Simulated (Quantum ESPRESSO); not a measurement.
# How NMR parameters follow strain in SiO₂ (P4₁2₁2)

```
CELL_PARAMETERS angstrom
      4.99265     0.00000     0.00000
      0.00000     4.99265     0.00000
      0.00000     0.00000     6.93393
ATOMIC_POSITIONS crystal
  Si 0.69866 0.69866 0.50000
  Si 0.80134 0.19866 0.75000
  Si 0.30134 0.30134 0.00000
  Si 0.19866 0.80134 0.25000
  O  0.89357 0.76139 0.32011
  O  0.73861 0.39357 0.57011
  O  0.10643 0.23861 0.82011
  O  0.26139 0.60643 0.07011
  O  0.39357 0.73861 0.42989
  O  0.23861 0.10643 0.17989
  O  0.60643 0.26139 0.92989
  O  0.76139 0.89357 0.67989
```
The cell comes from the Materials Project (a computed structure). It is SiO2 in P4₁2₁2. Stability against distortions was not tested. Forces on the atoms reach 0.14 eV/Å at this level.

Isotropic strain: all lattice vectors are scaled together, so the volume changes by about three times as much; fractional positions kept.

Method: shieldings by PBE GIPAW on JTH datasets (Quantum ESPRESSO, modified build), 22.5 Ha, k-mesh 3×3×2 shifted, f-sum rule met within 0.014 %. Values are those of the named site's first atom. Shieldings are absolute and leave out the bulk-susceptibility term; a larger σ means a smaller chemical shift. By our sweeps, such settings leave a few ppm in absolute σ. The datasets of Si hold no d projectors, which limits absolute σ on these atoms.

```json
[
 {"lattice scale factor": "0.98", "σ_iso O (ppm)": "221.6"},
 {"lattice scale factor": "1", "σ_iso O (ppm)": "217.4"},
 {"lattice scale factor": "1.02", "σ_iso O (ppm)": "211.4"}
]
```
